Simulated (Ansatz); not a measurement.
Here is the system:

PtC:
Space group P-6m2 (No. 187); a = b = 3.0195 Å, c = 2.8732 Å, α = β = 90.00°, γ = 120.00°

```tsv
atom	site	symmetry	x	y	z
Pt	1a	-6m2	0.0000	0.0000	0.0000
C	1d	-6m2	0.3333	0.6667	0.5000
```

This is the PBE-relaxed structure.

### Question
All from PBE (plane waves, PAW; program Ansatz), unless another level is named. Predict the electronic character.

### Answer
metallic (no gap).

### Question
Give the formation energy from the elements (no fitted shifts).

### Answer
1.55 eV/atom.

### Question
Give the density of states at the Fermi level.

### Answer
0.43 states/eV per atom (mean over ±0.08 eV).

### Question
What about the gap with spin–orbit coupling?

### Answer
none (metallic).

The start of the workflow was typed in or built on a structure type; neither database checked (COD, Materials Project) lists it. Its standing as an ambient phase is unchecked. The cell was relaxed with PBE under the symmetry of its start; whether a distortion lowers the energy is not shown. No spin polarisation was allowed. Its formation energy is positive at this level, so the cell may be metastable or incomplete. The references are the lowest solids computed at this level, not always the standard phases. Scalar-relativistic: spin–orbit coupling is off unless named, which matters more the heavier the elements.

Potentials: the earlier of the program's two PAW sets.
